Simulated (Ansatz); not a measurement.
Input and command of a calculation in Ansatz (plane waves; scalar-relativistic PAW potentials unless the input names others):

```yaml
crystal:
  lattice:
    - [4.5852910297, 0.0, 0.0]
    - [-2.2926455149, 3.9709785154, 0.0]
    - [0.0, 0.0, 2.6961274222]
  atoms:
    - { symbol: Ga, position: [0.0, 0.0, 0.0] }
    - { symbol: W, position: [0.3333333333, 0.6666666667, 0.5] }
    - { symbol: W, position: [0.6666666667, 0.3333333333, 0.5] }
basis:
  ecutwfc: 420
kpoints:
  mp_grid: { grid: [12, 12, 18] }
hamiltonian:
  xc: pbe
scf:
  occupations: { method: gaussian, width: 0.1 }
  n_extra_bands: 16
output:
  forces: true
  eigenvalues: true
  stress: true
```

```bash
ansatz run input.yaml --threads 1 --pin off --max-ram 2560MiB --backend cpu --events-out ev --progress --plain --runs-dir out
```

Abridged log:
```
Basis set: ecut = 420 eV, 951 PW (Γ), exchange–correlation on 64×64×40 points (8 copies of the dense FFT grid, shifted against one another)
Bands: 37, of which v1, the nominal top of the filled ones, is band 21 counted from 1 (20 counted from 0)
Symmetry: 24 space group operations
k-points: 190 of 2592
SCF iter   1: F=—  HF=-24550.930899 eV  |F-HF|=—  |Δ(HF+E_count)|=         —  Δρ=7.31e-3  dr2=2.66e-2  ethr=1.77e-3  ⟨swp⟩=5.0  Hψ=31403  notcnv=0  defer=608
SCF iter   2: F=—  HF=-24550.925744 eV  |F-HF|=—  |Δ(HF+E_count)|=   5.15e-3  Δρ=4.31e-3  dr2=1.02e-2  ethr=6.49e-5  ⟨swp⟩=1.0  Hψ=8550  notcnv=0  defer=789
SCF iter   3: F=—  HF=-24550.922567 eV  |F-HF|=—  |Δ(HF+E_count)|=   3.18e-3  Δρ=4.14e-4  dr2=5.64e-5  ethr=2.48e-5  ⟨swp⟩=2.1  Hψ=6946  notcnv=0  defer=789
SCF iter   4: F=—  HF=-24550.922572 eV  |F-HF|=—  |Δ(HF+E_count)|=   4.79e-6  Δρ=2.70e-4  dr2=2.20e-5  ethr=1.37e-7  ⟨swp⟩=2.0  Hψ=8831  notcnv=0  defer=789
SCF iter   5: F=—  HF=-24550.922549 eV  |F-HF|=—  |Δ(HF+E_count)|=   2.24e-5  Δρ=4.47e-5  dr2=6.03e-7  ethr=5.37e-8  ⟨swp⟩=2.0  Hψ=7437  notcnv=0  defer=789
SCF iter   6: F=-24550.922549 eV  HF=-24550.922549 eV  |F-HF|=5.58e-9  |Δ(HF+E_count)|=   3.51e-8  Δρ=9.43e-6  dr2=1.53e-8  ethr=2.44e-10  ⟨swp⟩=9.9  Hψ=37190  notcnv=0
SCF 1 converged in 6 iterations: F = -24550.922549 eV  dr2 = 1.53e-8
SCF converged after 6 iterations
Free energy (F): -24550.922549 eV
Harris-Foulkes:  -24550.922549 eV  (|F-HF|=5.58e-9)
Internal energy: -24550.908882 eV  (E = F + TS)
E sigma→0 (E₀):  -24550.915716 eV
Entropy (-TS):   -0.013667 eV (-4.556 meV/atom)
Fermi energy:    18.735681 eV
--- Forces (eV/Å), atoms counted from 1 ---
  atom   1  Ga     0.00000000     0.00000000     0.00000000
  atom   2  W      0.00000000     0.00000000     0.00000000
  atom   3  W      0.00000000     0.00000000     0.00000000
--- Stress (GPa, compression-positive) ---
        0.004666       0.000000       0.000000
        0.000000       0.004666       0.000000
        0.000000       0.000000       0.008863
  P = ⅓ Tr σ = 0.0061 GPa (0.061 kbar)
```

Apart from outputs and the relaxation, which only the reference makes, the input differs from a reference run on usual settings in scf.n_extra_bands: not typed → 16. The reference, at the same geometry, ended its own course with pressure 0.01 GPa, largest force 0.000 eV/Å, no gap on the mesh. This run converged in 6 SCF iterations with an energy at zero smearing within 0.01 meV/atom of the reference's, pressure 0.01 GPa, largest force 0.000 eV/Å, no gap on the mesh.

It took 20 s on 1 thread of Arm Neoverse V1, on a shared host, peak memory 0.51 GiB.